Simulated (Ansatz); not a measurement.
## MgZrH5 (P4/mmm)

These are results of DFT PBE, scalar-relativistic, plane waves, PAW in Ansatz 0.2.0, not measurements.

Cutoff 420 eV; k points 10×10×8 on the computed 7-atom cell (Γ-centred); Gaussian smearing, width 0.10 eV; no spin polarisation.

The structure is relaxed at this level of theory with its symmetry kept, and needn't be the ground state of this composition.

```cif
data_structure
_symmetry_space_group_name_H-M 'P4/mmm'
_symmetry_Int_Tables_number 123
_cell_length_a 3.5139
_cell_length_b 3.5139
_cell_length_c 4.4075
_cell_angle_alpha 90.000
_cell_angle_beta 90.000
_cell_angle_gamma 90.000
_cell_volume 54.42
loop_
_atom_site_label
_atom_site_type_symbol
_atom_site_symmetry_multiplicity
_atom_site_Wyckoff_symbol
_atom_site_fract_x
_atom_site_fract_y
_atom_site_fract_z
_atom_site_occupancy
Mg1 Mg 1 c 0.50000 0.50000 0.00000 1
Zr1 Zr 1 b 0.00000 0.00000 0.50000 1
H1 H 4 i 0.00000 0.50000 0.26468 1
H2 H 1 a 0.00000 0.00000 0.00000 1
```

(1) Formation energy from the elements' standard states (uncorrected)?

(2) Kohn–Sham band gap?

(3) Density of states at the Fermi level?

(4) Orbital (Löwdin) character within 0.5 eV of the Fermi level?

(5) Bader charge by site (e)?

Answers

(1) -0.288 eV/atom.

(2) none (metal).

(3) 0.5 states/eV per cell.

(4) Zr 4d 88 %, unprojected 6 %.

(5) Mg (1 in the cell) 1.67, Zr (1 in the cell) 1.74, H (4 in the cell) -0.72, H (1 in the cell) -0.53.

The cell was found from a structure generator's guess, not taken from experiment. Löwdin shares on free-atom orbitals overweight diffuse shells.
